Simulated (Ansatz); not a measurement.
Mo₂C:
```yaml
crystal:
  lattice:
    - [4.70773, 0.00000, 0.00000]
    - [0.00000, 6.00388, 0.00000]
    - [0.00000, 0.00000, 5.17719]
  atoms:
    - { symbol: Mo, position: [0.24524, 0.87816, 0.07980] }
    - { symbol: Mo, position: [0.75476, 0.12184, 0.92020] }
    - { symbol: Mo, position: [0.25476, 0.62184, 0.57980] }
    - { symbol: Mo, position: [0.74524, 0.37816, 0.42020] }
    - { symbol: Mo, position: [0.74524, 0.62184, 0.92020] }
    - { symbol: Mo, position: [0.25476, 0.37816, 0.07980] }
    - { symbol: Mo, position: [0.75476, 0.87816, 0.42020] }
    - { symbol: Mo, position: [0.24524, 0.12184, 0.57980] }
    - { symbol: C, position: [0.50000, 0.87691, 0.75000] }
    - { symbol: C, position: [0.50000, 0.12309, 0.25000] }
    - { symbol: C, position: [0.00000, 0.62309, 0.25000] }
    - { symbol: C, position: [0.00000, 0.37691, 0.75000] }
```

Relaxed with PBEsol. Special points in fractions of this cell's reciprocal vectors: Γ (0.000, 0.000, 0.000); X (0.500, 0.000, 0.000); S (0.500, 0.500, 0.000); Y (0.000, 0.500, 0.000); Z (0.000, 0.000, 0.500); U (0.500, 0.000, 0.500); R (0.500, 0.500, 0.500); T (0.000, 0.500, 0.500).

Task: List the band energies nearest the Fermi level at these points for PBEsol (plane waves, PAW; program Ansatz).

Result: In eV from the Fermi level; about four levels below and three above (degenerate sets whole), none deeper than 8.9 eV; points with the same levels are listed once.

```tsv
k	below	above
Γ	-1.13 -0.77 -0.65 -0.64	0.56 0.88 0.92
X	-1.02 -1.02 -0.86 -0.86	0.98 0.98 1.02 1.02
S	-1.24 -1.24 -0.82 -0.82	0.26 0.26 0.51 0.51
Y	-0.68 -0.68 -0.46 -0.46	0.17 0.17 0.73 0.73
Z	-1.52 -1.52 -0.44 -0.44	0.03 0.03 0.34 0.34
U	-0.61 -0.61 -0.61 -0.61	0.78 0.78 0.78 0.78
R	-0.68 -0.68 -0.68 -0.68	1.77 1.77 1.77 1.77
T	-2.02 -2.02 -2.02 -2.02	0.11 0.11 0.11 0.11
```

Space group Pbcn. The first step of the workflow began from a Materials Project structure, measured or hypothetical; the Crystallography Open Database files this formula in space group No. 60, but the cells were not matched. Its standing as an ambient phase is unchecked. Symmetry was held in the PBEsol relaxation; of distortions, only those at the zone centre were tested. The run is not spin-polarised. Spin–orbit coupling is left out wherever it is not named.

Potentials: the earlier of the program's two PAW sets.
